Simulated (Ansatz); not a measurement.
Data:

W (hcp (Mg type), P6_3/mmc), a = 2.7357 Å, b = 2.7357 Å, c = 4.8534 Å, α = 90.00°, β = 90.00°, γ = 120.00°.

This is the LDA-relaxed structure.

**Question.** All from LDA (plane waves, PAW; program Ansatz), unless another level is named. Estimate the bulk modulus (Birch–Murnaghan fit).

**Answer.** 303 GPa.

**Question.** Predict the highest zone-centre frequency.

**Answer.** 26.9 meV.

The first step of the workflow began from a Materials Project structure, measured or hypothetical; the Crystallography Open Database copy checked does not list it. It is not the phase usual at ambient conditions (space group No. 229). The LDA relaxation kept the symmetry of its start; its stability against distortions is not shown here. No spin polarisation was allowed. Axis ratios of metals converge slowly with the k-mesh, so a and c are less sure than the volume. On the denser mesh and wider smearing of the elastic run this cell carries a stress of 0.4 GPa. Spin–orbit coupling is left out wherever it is not named.

Potentials: the later of the program's two PAW sets.
